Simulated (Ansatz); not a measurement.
Ti₂O:
```
CELL_PARAMETERS angstrom
      2.90370     0.00000     0.00000
     -1.45185     2.51468     0.00000
      0.00000     0.00000    10.01896
ATOMIC_POSITIONS crystal
  Ti 0.66667 0.33333 0.88896
  Ti 0.33333 0.66667 0.11104
  Ti 0.33333 0.66667 0.38896
  Ti 0.66667 0.33333 0.61104
  O  0.00000 0.00000 0.75000
  O  0.00000 0.00000 0.25000
```

Relaxed with r²SCAN. Special points in fractions of this cell's reciprocal vectors: Γ (0.000, 0.000, 0.000); M (0.500, 0.000, 0.000); K (0.333, 0.333, 0.000); A (0.000, 0.000, 0.500); L (0.500, 0.000, 0.500); H (0.333, 0.333, 0.500).

Problem. List the band energies nearest the Fermi level at these points for plane-wave PAW r²SCAN (Ansatz code).

Solution. In eV from the Fermi level; about four levels below and three above (degenerate sets whole), none deeper than 8.9 eV; points with the same levels are listed once.

| k | below | above |
|---|---|---|
| Γ | -2.57 -2.26 -0.41 -0.30 | 0.59 0.59 0.72 0.72 |
| M | -1.21 -1.08 -0.82 -0.45 | 0.70 1.23 2.01 |
| K | -1.13 -1.13 -0.94 -0.94 | 1.06 1.06 1.65 |
| A | -3.55 -3.55 -1.47 -1.47 | 0.55 0.55 0.55 0.55 |
| L | -1.46 -1.46 -0.99 -0.99 | 0.20 0.20 1.55 1.55 |
| H | -1.09 -1.09 -1.00 -1.00 | 1.04 1.04 1.87 1.87 |

Space group P6_3/mmc. The start of the workflow was typed in or built on a structure type; neither database checked (COD, Materials Project) lists it. COD files the formula under space group No. 164. Its standing as an ambient phase is unchecked. The cell was relaxed with r²SCAN under the symmetry of its start; whether a distortion lowers the energy is not shown. The workflow began spin-polarised and lost its moments. The compound may be a true metal, but semilocal functionals without U, or a wrong spin order, can also close a gap.

Potentials: the earlier of the program's two PAW sets. The files were generated under PBE; for other functionals the program regenerates the frozen cores, and for LDA and PBEsol the local potential too.
